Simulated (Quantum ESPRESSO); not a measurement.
**Band energies of KPSO$_{3}$H$_{2}$**

```
CELL_PARAMETERS angstrom
      3.29197    -3.18732     0.00000
      3.29197     3.18732     0.00000
     -1.89121     0.00000     5.71203
ATOMIC_POSITIONS crystal
  H  0.20698 0.82968 0.18892
  H  0.82968 0.20698 0.18892
  O  0.10708 0.10708 0.10396
  O  0.26232 0.65118 0.26954
  O  0.65118 0.26232 0.26954
  P  0.34486 0.34486 0.11121
  S  0.38481 0.38481 0.79799
  K  0.84726 0.84726 0.61191
```

PBEsol (pw.x of Quantum ESPRESSO, ONCV potentials, no spin-orbit coupling); path ΓYFLI,I1ZHF1,H1Y1XΓN,MΓ; energies in eV from the valence-band maximum.

| k (1/Å) | point | band 16 | band 17 | band 18 | band 19 | band 20 | band 21 | band 22 | band 23 |
|---|---|---|---|---|---|---|---|---|---|
| 0.00 | Γ | -2.51 | -1.86 | -1.57 | -0.11 | -0.05 | 4.41 | 6.27 | 6.29 |
| 0.41 |  | -2.71 | -2.13 | -1.52 | -0.15 | -0.11 | 5.57 | 6.12 | 6.13 |
| 1.02 | Y | -2.77 | -1.90 | -1.43 | -0.49 | -0.25 | 5.90 | 6.62 | 6.68 |
| 1.02 | F | -2.77 | -1.90 | -1.43 | -0.49 | -0.25 | 5.90 | 6.59 | 6.64 |
| 1.31 | L | -2.78 | -2.02 | -1.42 | -0.40 | -0.19 | 5.88 | 6.30 | 6.45 |
| 1.31 | I | -2.72 | -2.03 | -1.46 | -0.42 | -0.15 | 5.92 | 6.18 | 6.57 |
| 2.72 | I1 | -2.72 | -2.03 | -1.46 | -0.42 | -0.15 | 5.92 | 6.18 | 6.57 |
| 3.13 |  | -2.59 | -2.23 | -1.64 | -0.29 | -0.02 | 5.83 | 6.28 | 6.58 |
| 3.54 | Z | -2.60 | -2.56 | -1.60 | -0.06 | -0.02 | 5.58 | 5.65 | 6.31 |
| 3.76 |  | -2.68 | -2.39 | -1.57 | -0.12 | -0.07 | 5.76 | 5.85 | 6.14 |
| 4.40 | H | -2.77 | -1.89 | -1.43 | -0.50 | -0.26 | 5.90 | 6.64 | 6.72 |
| 4.93 | F1 | -2.77 | -1.90 | -1.43 | -0.49 | -0.25 | 5.90 | 6.59 | 6.64 |
| 4.93 | H1 | -2.77 | -1.89 | -1.43 | -0.50 | -0.26 | 5.90 | 6.64 | 6.72 |
| 4.95 | Y1 | -2.77 | -1.90 | -1.43 | -0.49 | -0.25 | 5.90 | 6.62 | 6.68 |
| 4.95 | X | -2.76 | -1.74 | -1.43 | -0.57 | -0.30 | 6.04 | 6.70 | 6.99 |
| 5.55 |  | -2.43 | -1.84 | -1.58 | -0.40 | -0.15 | 5.30 | 6.28 | 6.54 |
| 5.94 | Γ | -2.51 | -1.86 | -1.57 | -0.11 | -0.05 | 4.41 | 6.27 | 6.29 |
| 6.10 |  | -2.50 | -1.92 | -1.57 | -0.14 | -0.06 | 4.62 | 6.16 | 6.31 |
| 6.57 |  | -2.43 | -2.17 | -1.64 | -0.32 | -0.05 | 5.64 | 6.14 | 6.35 |
| 6.73 | N | -2.43 | -2.18 | -1.66 | -0.34 | -0.05 | 5.60 | 6.16 | 6.34 |
| 6.73 | M | -2.37 | -1.86 | -1.61 | -0.62 | -0.08 | 5.54 | 6.21 | 6.63 |
| 6.91 |  | -2.41 | -1.85 | -1.60 | -0.56 | -0.08 | 5.50 | 6.13 | 6.56 |
| 7.43 | Γ | -2.51 | -1.86 | -1.57 | -0.11 | -0.05 | 4.41 | 6.27 | 6.29 |

The PBEsol gap is indirect, 4.41 eV, from 75 % of the way from I1 to Z to Γ; the smallest direct gap is 4.46 eV.

Geometry of the Materials Project entry, not relaxed at this level.
